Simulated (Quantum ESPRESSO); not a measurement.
```cif
data_H8I2N2
_chemical_formula_sum 'H8 N2 I2'
_space_group_name_H-M_alt 'P4/nmm :1'
_space_group_IT_number 129
_space_group_name_Hall 'P 4ab 2ab -1ab'
_cell_length_a 6.14945
_cell_length_b 6.14945
_cell_length_c 4.41368
_cell_angle_alpha 90.000
_cell_angle_beta 90.000
_cell_angle_gamma 90.000
loop_
_space_group_symop_operation_xyz
  'x, y, z'
  '-y+1/2, x+1/2, z'
  '-x, -y, z'
  'y+1/2, -x+1/2, z'
  'x+1/2, -y+1/2, -z'
  '-y, -x, -z'
  '-x+1/2, y+1/2, -z'
  'y, x, -z'
  '-x+1/2, -y+1/2, -z'
  'y, -x, -z'
  'x+1/2, y+1/2, -z'
  '-y, x, -z'
  '-x, y, z'
  'y+1/2, x+1/2, z'
  'x, -y, z'
  '-y+1/2, -x+1/2, z'
loop_
_atom_site_label
_atom_site_type_symbol
_atom_site_symmetry_multiplicity
_atom_site_Wyckoff_symbol
_atom_site_fract_x
_atom_site_fract_y
_atom_site_fract_z
_atom_site_occupancy
H1 H 8 i 0.00000 0.13756 0.13469 1
N1 N 2 a 0.00000 0.00000 0.00000 1
I1 I 2 c 0.00000 0.50000 0.45147 1
```

The geometry is that of Materials Project entry mp-643062, symmetrised and not relaxed again.

Q: What does norm-conserving PBEsol (Quantum ESPRESSO, 84 Ry, scalar-relativistic) give for the electronic structure near the Fermi level?

A: The PBEsol gap is direct, 3.55 eV at Γ. Without spin-orbit coupling, band edges of such heavy elements can be off by tenths of an eV.

The structure is a Materials Project entry; no match was found in the copy of COD used, and its stability was not checked.

The distance between layers or molecules is the database entry's, not relaxed here. Functionals without dispersion can leave it too large, which widens gaps and weakens the response across layers: the numbers belong to this cell.
